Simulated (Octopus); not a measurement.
# TlBr (Pm-3m, No. 221): band energies at special points

TlBr (Pm-3m, No. 221):
```xyz
2
Lattice="3.9999 0.0000 0.0000 0.0000 3.9999 0.0000 0.0000 0.0000 3.9999" Properties=species:S:1:pos:R:3 pbc="T T T"
Tl     0.0000     0.0000     0.0000
Br     2.0000     2.0000     2.0000
```
The cell is a database entry, not relaxed again.

Computed with Octopus (real-space grid): LDA, grid spacing about 0.18 Å, Γ-centred 6×6×6 k-mesh, no spin polarisation, PseudoDojo for Tl Br. Spin-orbit coupling is left out.

Energies in eV against the valence band top; 20 electrons a cell outside the pseudopotentials' cores.

| k-point (reduced) | band 6 | band 7 | band 8 | band 9 | band 10 | band 11 | band 12 | band 13 |
|---|---|---|---|---|---|---|---|---|
| Γ (0.000, 0.000, 0.000) | -9.80 | -4.75 | -1.21 | -1.21 | -1.21 | 6.93 | 6.93 | 7.04 |
| X (0.000, 0.500, 0.000) | -9.80 | -5.54 | -0.71 | -0.71 | 0.00 | 1.71 | 5.65 | 5.65 |
| M (0.500, 0.500, 0.000) | -9.78 | -3.84 | -2.84 | -2.84 | -0.62 | 4.74 | 4.74 | 7.20 |
| R (0.500, 0.500, 0.500) | -9.78 | -2.87 | -1.82 | -1.82 | -1.82 | 2.05 | 2.05 | 2.05 |
